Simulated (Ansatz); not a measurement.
³³S NMR of the central transition in SnC2S2N2

Cell: an entry of the Crystallography Open Database (COD) whose atoms were relaxed with PBE, the cell held.

```
CELL_PARAMETERS angstrom
4.92400 0.00000 0.00000
-0.32906 5.65543 0.00000
-1.22512 -1.96202 9.97738
ATOMIC_POSITIONS crystal
Sn 0.17324 0.19321 0.74264
Sn 0.82676 0.80679 0.25736
C 0.81072 0.60245 0.62587
C 0.18928 0.39755 0.37413
C 0.20113 0.75010 0.99786
C 0.79887 0.24990 0.00214
S 0.73577 0.86366 0.59323
S 0.26423 0.13634 0.40677
S 0.37372 0.71856 0.87103
S 0.62628 0.28144 0.12897
N 0.08404 0.77612 0.09296
N 0.91596 0.22388 0.90704
N 0.85487 0.41030 0.64877
N 0.14513 0.58970 0.35123
```

Atom numbers follow the list; atoms alike are taken as one site, whose name carries the number of the first.

Computed with Ansatz: DFT, r2SCAN, plane waves and PAW, scalar-relativistic, 500 eV cutoff, Γ-centred 6×5×3 k-points, Fermi–Dirac smearing 0.02 eV.

³³S has I = 3/2 and Q = -69.40 mb (Pyykkö 2018); at 21.1 T its Larmor frequency is ν₀ = 69.0 MHz. Only the quadrupole interaction is simulated: positions count from each site's isotropic chemical shift, and shift anisotropy, dipolar and J coupling are left out.

Problem. What does the ³³S spectrum (static powder) show for each site?

Solution. 

```tsv
site	first shell	C_Q (MHz)	η	P_Q (MHz)	δ_QIS (ppm)	breadth (kHz)
S7	1 C at 1.63 Å; also 1 Sn at 2.86 Å	-33.6	0.37	34.4	-6193	2832
S9	1 C at 1.62 Å; also 1 Sn at 3.08 Å	-33.3	0.25	33.7	-5945	2564
```

δ_QIS = −(ν_Q²/30ν₀²)[I(I+1) − 3/4](1 + η²/3) × 10⁶ ppm with ν_Q = 3|C_Q|/[2I(2I−1)]; it falls as 1/B₀² in ppm, and the breadth as 1/B₀ in kHz.

At S7 and S9 V_zz points along its bond to C (within 4°) in each case.

With ν_Q/ν₀ up to 0.24, terms beyond second order are no longer negligible.

The largest force is 0.7 eV/Å, so the atoms aren't at the calculated equilibrium and relaxing them would move these values. The database entry as given showed forces above 3 eV/Å or a pressure above 30 GPa, though relaxing it moves no atom far.

The run took 2.4 min of wall time (2.4 min of CPU time) and 1.3 GiB at its peak, on 1 thread of Arm Neoverse V2 (aarch64; 8 cores open to the job, memory cap 3.0 GiB, no GPU), a shared host with a load of 0.6 a core.
